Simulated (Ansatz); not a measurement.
Ge: comparing deformations

All numbers below come from DFT PBEsol, scalar-relativistic, plane waves, PAW (Ansatz 0.2.0). The runs took a 420 eV cutoff, a Γ-centred 14×14×14 mesh and Gaussian smearing (0.15 eV). No spin polarisation. Energies are free energies at this smearing, counted from the undisturbed cell; pressure is positive in compression.

Zero of the scan (as given, not relaxed at this level; it stands at 0.7 GPa):

```
Ge
1.0
     0.00000    2.82877    2.82877
     2.82877    0.00000    2.82877
     2.82877    2.82877    0.00000
Ge
2
Direct
  0.50000 0.50000 0.50000
  0.75000 0.75000 0.75000
```

The cell is strained by ε times a Voigt pattern (xx, yy, zz, yz, xz, xy; engineering shear) with fractional coordinates fixed. τ = (1/V0) dE/dε comes from the stress tensor. Of each scan, only the three points used here are listed.

```csv
pattern,ε,τ (GPa)
"(1, -1, 0, 0, 0, 0)",-0.0125,-1.79
"(1, -1, 0, 0, 0, 0)",0.0000,0.00
"(1, -1, 0, 0, 0, 0)",0.0125,1.79
"(0, 1, 0, 0, 0, 0)",-0.0100,-1.87
"(0, 1, 0, 0, 0, 0)",0.0000,-0.67
"(0, 1, 0, 0, 0, 0)",0.0100,0.48
"(1, 1, 0, 0, 0, 0)",-0.0250,-10.41
"(1, 1, 0, 0, 0, 0)",0.0000,-1.35
"(1, 1, 0, 0, 0, 0)",0.0250,6.03
"(0, 0, 1, 0, 0, 0)",-0.0250,-3.72
"(0, 0, 1, 0, 0, 0)",0.0000,-0.67
"(0, 0, 1, 0, 0, 0)",0.0250,2.14
"(0, 0, 0, 0, 0, 1)",-0.0025,-0.21
"(0, 0, 0, 0, 0, 1)",0.0000,0.00
"(0, 0, 0, 0, 0, 1)",0.0025,0.21
```

**Question.** Which constants do the scans give, and which deformation costs least for the same size of strain tensor?

**Answer.** The slope dτ/dε at zero (parabola through three points) is pᵀCp: (1, -1, 0, 0, 0, 0) gives 2(C11 − C12) = 143 GPa; (0, 1, 0, 0, 0, 0) gives C11 = 117 GPa; (1, 1, 0, 0, 0, 0) gives 2(C11 + C12) = 329 GPa; (0, 0, 1, 0, 0, 0) gives C11 = 117 GPa; (0, 0, 0, 0, 0, 1) gives C44 = 83 GPa. The size of the strain tensor, ε:ε, is ε² times 2.0, 1.0, 2.0, 1.0, 0.5. Per unit of it the stiffnesses are 72, 117, 164, 117, 167 GPa, so (1, -1, 0, 0, 0, 0) is the softest of these: at ε:ε = (1 %)² the quadratic term costs 0.51 meV/atom against 1.18 for the stiffest. These are clamped-ion values.

**Question.** What else follows for this cubic crystal?

**Answer.** From the unrounded slopes C11 = 117.2 and C12 = 47.2 GPa, so B = (C11 + 2 C12)/3 = 71 GPa and the Poisson ratio for a pull along a cube edge is C12/(C11 + C12) = 0.29. Symmetry also asks 2(C11 − C12) = 140 GPa, against 143 from its own scan.

**Question.** How anisotropic is this cubic crystal?

**Answer.** Zener's ratio 2 C44/(C11 − C12) = 2.33 with clamped ions; it is 1 for an isotropic solid.

Forces appear on the atoms along this scan, and letting them relax would lower the energy and soften the response. In a metal these slopes depend on the k mesh and the smearing.